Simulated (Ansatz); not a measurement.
Simulated powder pattern, Cu Kα, λ = 1.54184 Å (kinematic, ideal powder, no thermal factors, no anomalous dispersion; the 30 strongest lines at most, above 1 %, up to 2θ = 90°):

```
2θ (°)  I/Imax (%)
------  ----------
29.05           41
33.67           83
37.79           55
41.55           44
48.36           48
57.41          100
60.22           15
62.95           15
65.62           21
78.28          9.2
80.72           15
83.15          9.9
85.56          4.9
```

The pattern belongs to a structure relaxed with plane-wave PAW PBEsol (Ansatz code).

The compound is FeS2.

Task: Give the crystal system and the lattice parameters.

Result: cubic, Pa-3; a = 5.324 Å.

The PBEsol relaxation kept the symmetry of its start; of distortions, only those at the zone centre were tested. The workflow began spin-polarised and lost its moments.

Potentials: the later of the program's two PAW sets.
